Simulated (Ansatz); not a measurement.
## Kick test of a cell of AsP

The cell was found from a structure generator's guess, not taken from experiment.

All numbers below come from Ansatz 0.2.0, DFT PBE, scalar-relativistic, plane waves, PAW. Settings: cutoff 420 eV, Γ-centred mesh 12×12×1 on the computed 2-atom cell, Gaussian smearing of 0.02 eV; no spin polarisation.

The cell below (2 atoms, layer group p3m1 (No. 69)) is relaxed within its symmetry. The sheet is periodic along a and b; c holds vacuum.

```
CELL_PARAMETERS angstrom
3.45464 0.00000 0.00000
-1.72732 2.99181 0.00000
0.00000 0.00000 26.22726
ATOMIC_POSITIONS crystal
P 0.00000 0.00000 0.27988
As 0.33333 0.66667 0.33017
```

For the test a repeat of it with 8 atoms (edges 6.91, 6.91 Å) was strained at random (σ = 1.5 % a component), the atoms were moved at random (σ = 0.05 Å), and all was relaxed again on a coarse 3×3×1 mesh (in the run’s order of axes) with 0.10 eV smearing, with no symmetry imposed.

**Question.** What happens?

**Answer.** It returns, within 1 meV/atom of the unmoved cell on that mesh and with the same symmetry when read at 0.1 Å. No instability shows in this cell; modes of other wave vectors, which need another repeat, aren't tested.
